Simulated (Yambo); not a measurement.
Yambo run on LaVO$_{4}$ (space group I4_1/amd, No. 141). The wavefunctions are PBEsol (pw.x of Quantum ESPRESSO, ONCV potentials, no spin-orbit coupling) ones on a 2×2×2 mesh (48 occupied bands); a = b = c = 6.2106 Å, α = β = 106.15°, γ = 116.33°.

Yambo input:

```
gw0
dyson
el_el_corr
HF_and_locXC
ppa
em1d
EXXRLvcs= 110 Ry
VXCRLvcs= 440 Ry
Chimod= "HARTREE"
% BndsRnXp
 3 | 351 |
%
NGsBlkXp= 8 Ry
% LongDrXp
 1.0 | 1.0 | 1.0 |
%
PPAPntXp= 27.2114 eV
% GbndRnge
 1 | 351 |
%
GTermKind= "BG"
DysSolver= "n"
ExtendOut
% QPkrange
 1 | 1 | 48 | 49 |
 3 | 3 | 48 | 48 |
%
```

k points by index: 1 = Γ, 3 = N.

Resulting energies as the program prints them:

```
#    K-point    Band    Eo [eV]    E [eV]    E-Eo [eV]    Vxc [eV]    Vnlxc [eV]    Sc|Eo [eV]    Sc|E [eV]    dSc/dw|Eo [eV]    Re(Z)    Im(Z)
#
    1    48    -0.015576    -0.396773    -0.381196    -19.27290    -23.87929    4.113343    4.225188    -7.981411    0.773207    -0.001358
    1    49    3.016766    4.576970    1.560203    -19.53888    -12.61598    -4.957927    -5.362697    -7.058969    0.794019    -0.001302
    3    48    0.000000    -0.329786    -0.329786    -19.54962    -23.96732    3.992592    4.087914    -7.862372    0.775831    -0.001366
```
(The two width columns are left out.) Convergence of these settings isn't established.

Geometry of the Materials Project entry, not relaxed at this level.

The structure is a Materials Project entry; no match was found in the copy of COD used, and its stability was not checked.

The runs are not spin-polarised; magnetic order was not tried.
